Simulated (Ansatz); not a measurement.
A geometry of Be away from equilibrium: the start of the relaxation of a generated trial cell of Be in the AFLOW prototype A_tI4_139_e (as in Si). Level of theory: PBE (plane waves to 420 eV, PAW, scalar-relativistic; Ansatz, a first-principles code). Γ-centred k-mesh 18×18×18 on the run's cell (coarser than for final values), Fermi–Dirac smearing 0.05 eV.

```xyz
2
Lattice="-1.2801 1.2801 2.4862 1.2801 -1.2801 2.4862 1.2801 1.2801 -2.4862" Properties=species:S:1:pos:R:3 pbc="T T T"
Be     0.0000     0.0000     4.0724
Be     0.0000     0.0000     0.9000
```

Q: Predict the force on each atom, in eV/Å.

A: 
```
atom    Fx    Fy     Fz
----  ----  ----  -----
Be1   0.00  0.00  -1.81
Be2   0.00  0.00   1.81
```

Q: What is the pressure?

A: +33.0 GPa, compression positive.

Q: How much energy per atom can still be gained by relaxing?

A: 0.77 eV/atom; the path ends in I4/mmm (No. 139).

No spin polarisation in the result.

The run could not lose the symmetry of its start: the end is stationary, and may be a saddle point rather than a minimum.

The end of the path is a generated cell of Be: the first start was made by placing the elements on the sites of a structure type, and the end was not matched to a known phase here, so it may be hypothetical. Known forms of Be include space group No. 194.
